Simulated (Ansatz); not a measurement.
CdPS3:
```xyz
10
Lattice="3.0555 5.2934 0.0000 -3.0555 5.2934 0.0000 -1.9948 0.0000 6.4080" Properties=species:S:1:pos:R:3 pbc="T T T"
Cd     0.0000     7.0698     0.0000
Cd     0.0000     3.5170     0.0000
P     -3.0574     5.2934     1.1149
P      1.0626     5.2934     5.2932
S     -2.0879     3.6073     1.6846
S      0.0932     6.9795     4.7235
S      0.0932     3.6073     4.7235
S     -2.0879     6.9795     1.6846
S     -3.0952     5.2934     4.7475
S      1.1005     5.2934     1.6605
```

x, y and z are the axes in which the lattice vectors are written.

Problem. Give the high-frequency dielectric tensor and the Born effective charge tensors of the independent atoms from DFPT, LDA in the plane-wave PAW code Ansatz.

Solution. 
ε∞:
```
 7.51   0.00  -0.05
 0.00   7.52   0.00
-0.05   0.00   5.21
```
Z* of atom 1 (Cd), rows: field, columns: displacement, in e:
```
 2.94   0.00  -0.02
 0.00   2.95   0.00
 0.02   0.00   1.46
```
Z* of atom 3 (P), rows: field, columns: displacement, in e:
```
 3.10   0.00  -0.03
 0.00   3.07   0.00
-0.07   0.00   0.75
```
Z* of atom 5 (S), rows: field, columns: displacement, in e:
```
-1.68   0.61   0.02
 0.59  -2.35  -0.01
-0.01   0.03  -0.71
```
Z* of atom 9 (S), rows: field, columns: displacement, in e:
```
-2.68   0.00   0.01
 0.00  -1.33   0.00
 0.07   0.00  -0.79
```

Static charges for comparison (Bader): Cd1 +0.81, P3 +1.04, S5 -0.61, S9 -0.62 e. Born charges measure polarisation by displacement and can exceed these by far.

Space group C2/m. The workflow started from a Materials Project entry (that database holds measured and hypothetical structures alike); the Crystallography Open Database copy checked does not list it. COD files the formula under space group No. 146. Its standing as an ambient phase is unchecked. The LDA relaxation kept the symmetry of its start; whether a distortion lowers the energy is not shown. A crystal of weakly bound layers computed without a dispersion correction: the cell and the soft elastic constants depend strongly on that. Spin–orbit coupling is left out wherever it is not named.

Potentials: the later of the program's two PAW sets.
